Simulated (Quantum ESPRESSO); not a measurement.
# Kohn-Sham bands of GaP (zinc blende)

```
GaP
1.0
    0.00000     2.72581     2.72581
    2.72581     0.00000     2.72581
    2.72581     2.72581     0.00000
Ga P
1 1
Direct
  0.00000   0.00000   0.00000
  0.75000   0.75000   0.75000
```

Cell from Materials Project (mp-2490), symmetrised, no further relaxation. COD (Crystallography Open Database) has an entry of this formula and space group (matched by these alone). Level: LDA, no spin polarisation, no spin-orbit coupling; pw.x of Quantum ESPRESSO at 64 Ry with PseudoDojo potentials, 10×10×10 k-points, Wannier90. Density: 10×10×10 mesh, cold smearing 0.01 Ry.

Q: List the Kohn-Sham levels between −8 and 4.5 eV relative to the valence-band maximum at the high-symmetry points, as a band run of pw.x on that density gives them (levels within 2 meV counted together).

A: 
```csv
point,k (reciprocal lattice),levels (eV)
Γ,0.000 0.000 0.000,"0.00 (×3), 1.60, 3.80 (×3)"
X,-0.500 -0.500 0.000,"-6.85, -2.70 (×2), 1.51, 1.69"
U,-0.375 -0.375 0.250,"-6.64, -3.98, -2.27, 2.05"
K,-0.375 0.000 0.375,"-6.64, -3.98, -2.27, 2.05"
L,0.000 0.000 0.500,"-6.71, -1.13 (×2), 1.50"
W,-0.500 -0.250 0.250,"-6.64, -3.61, -3.46"
```
